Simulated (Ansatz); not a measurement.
Ansatz (a first-principles code) input:

Ansatz 0.2 input:
```yaml
crystal:
  lattice:
    - [2.8600401254, 0.0, 0.0]
    - [0.0, 2.8600401254, 0.0]
    - [0.0, 0.0, 5.2285389275]
  atoms:
    - { symbol: Si, position: [0.5, 0.5, 0.7215163424] }
    - { symbol: Si, position: [0.5, 0.5, 0.2784836576] }
    - { symbol: Ru, position: [0.0, 0.0, 0.0] }
kpoints:
  mp_grid: { grid: [14, 14, 8] }
hamiltonian:
  xc: r2scan
  pseudopotentials: { kind: paw }
scf:
  occupations: { method: gaussian, width: 0.05 }
checkpoint: { read: metal.run }
output: { bader: true, populations: true }
```

Output (shortened):

```
Pseudopotential: Si, paw, valence charge 4
Pseudopotential: Ru, paw, valence charge 16
Functional definition: r2SCAN
Crystal: 3 atoms, lattice volume = 42.769 Å³
Basis set: ecut = 500 eV, 1067 PW (Γ), exchange–correlation on 96×96×160 points (64 copies of the dense FFT grid, shifted against one another)
Bands: 20, of which v1, the nominal top of the filled ones, is band 12 counted from 1 (11 counted from 0)
Symmetry: 16 space group operations
Space group: P4/mmm (ITA 123), of the structure as read, at distance tolerance 3.5e-5 Å
k-points: 180 of 1568
Stability of the state it starts from, as read at its close in the unpolarized treatment …
iter 1 solved again at ethr=3.18e-7 eV; its pass at ethr=3.10e-3 eV (dr2=7.63e-5 eV) is discarded
SCF iter   1: F=—  HF=-7170.065363 eV  |F-HF|=—  |Δ(HF+E_count)|=         —  Δρ=4.55e-7  dr2=5.62e-11  dr2_τ=1.39e-11  ethr=3.18e-7  ⟨swp⟩=3.0  Hψ=28749  notcnv=0
preconditioner: auto → none
SCF iter   2: F=-7170.065364 eV  HF=-7170.065364 eV  |F-HF|=9.37e-11  |Δ(HF+E_count)|=   2.87e-9  Δρ=5.33e-7  dr2=1.20e-10  dr2_τ=2.41e-11  ethr=1.00e-12  ⟨swp⟩=7.0  Hψ=16420  notcnv=0
SCF 1 converged in 2 iterations: F = -7170.065364 eV  dr2 = 1.20e-10
SCF converged after 2 iterations
Free energy (F): -7170.065364 eV
Harris-Foulkes:  -7170.065364 eV  (|F-HF|=9.37e-11)
Internal energy: -7170.064769 eV  (E = F + TS)
E sigma→0 (E₀):  -7170.065066 eV
Entropy (-TS):   -0.000594 eV (-0.198 meV/atom)
Fermi energy:    14.941887 eV
--- Per-component energies (eV) ---
  E_band       = -148.011119
  E_kinetic    = 603.478134
  E_local      = -2450.603399  (includes V_loc(G=0)·N_el)
  E_nonlocal   = 391.393079
  E_hartree    = 945.339053
  E_xc         = -290.559568
  E_vxc        = -372.248557  (∫ρ·V_xc dr)
  E_paw        = -4518.321872  (= ΣΔE_a)
  E_vpaw       = -234.189052  (= ΣTr[D̂ρ^β])
  E_aug_tail   = 0.000080  (compensation charges beyond the density's cutoff)
  E_vtau       = 23.479912  (kinetic-family band-sum trace: ∫τ·v_τ [+ j·A + Jᵃ·Aᵃ] dr)
  E_ewald      = -1850.326455
  E_core_change = -0.463822  (= ΣΔE_core)
  E_smearing   = -0.000594  (= −TS)
  E_closure    = 0.000000  (closes the sum)
  Σ components = -7170.065364   (vs F -7170.065364, Δ=0.00e0)
  [band-id]    e_kinetic+e_local+e_nonlocal+2·e_hartree+e_vxc+e_vpaw+e_augmentation_tail+e_vtau = -148.011696   (vs E_band -148.011119, Δ=-5.78e-4)
--- Band table (eV; the first three rows and the last of 180) ---
  k-point 0: bands = ["-60.5084", "-29.7002", "-29.7002", "-29.6890", "0.9266", "6.0581", "6.5204", "9.4622", "12.3209", "12.3209", "12.5890", "13.7933", "18.2189", "18.2189", "21.4423", "22.1384", "22.2834", "23.6358", "24.4525", "24.4525"]
  k-point 1: bands = ["-60.5084", "-29.7002", "-29.7002", "-29.6890", "1.0198", "5.1428", "7.4538", "9.4651", "12.3065", "12.3065", "12.6012", "13.7936", "18.3472", "18.3472", "20.9563", "21.4756", "23.0580", "23.5527", "23.5527", "23.6970"]
  k-point 2: bands = ["-60.5084", "-29.7002", "-29.7002", "-29.6892", "1.2973", "4.1098", "8.4986", "9.4722", "12.2726", "12.2726", "12.6331", "13.7941", "18.7136", "18.7136", "19.9842", "20.9174", "22.4097", "22.4097", "23.6974", "23.9100"]
  k-point 179: bands = ["-60.4451", "-30.0141", "-30.0141", "-29.6027", "5.4247", "8.1241", "8.1241", "8.7576", "11.9148", "11.9148", "12.4866", "15.3785", "15.3785", "15.5926", "16.6374", "17.3005", "17.9817", "20.3109", "23.5857", "23.5857"]
--- Löwdin populations: 3 sites ---
  site symbol       q [e]
     0     Si      3.8542
     1     Si      3.8542
     2     Ru     16.0434
  spilling = 0.010343 (of n_electrons = 24.000000)
--- Bader charges: 3 sites ---
  site symbol  charge [e]  shift [e]
     0     Si      0.4658     0.0027
     1     Si      0.4658     0.0027
     2     Ru     -0.9316     0.0055
  shift: an alarm, by how much a part of what the PAW files miss would move the charge. Where it is large, compare
  with a run on PAW files of another source; a small one proves nothing
  estimated error of the sums over rays = 3.5e-4 e
```

Cost: around 50 core-seconds (rough) on shared cores.

The first step of the workflow began from a Materials Project structure, measured or hypothetical; the Crystallography Open Database copy checked does not list it. Whether it is the stable phase at ambient conditions was not checked. Symmetry was held in the r²SCAN relaxation; whether a distortion lowers the energy is not shown. The run is not spin-polarised. Scalar-relativistic: spin–orbit coupling is off unless named, which matters more the heavier the elements.

Potentials: the later of the program's two PAW sets.

Ansatz is a plane-wave DFT program.
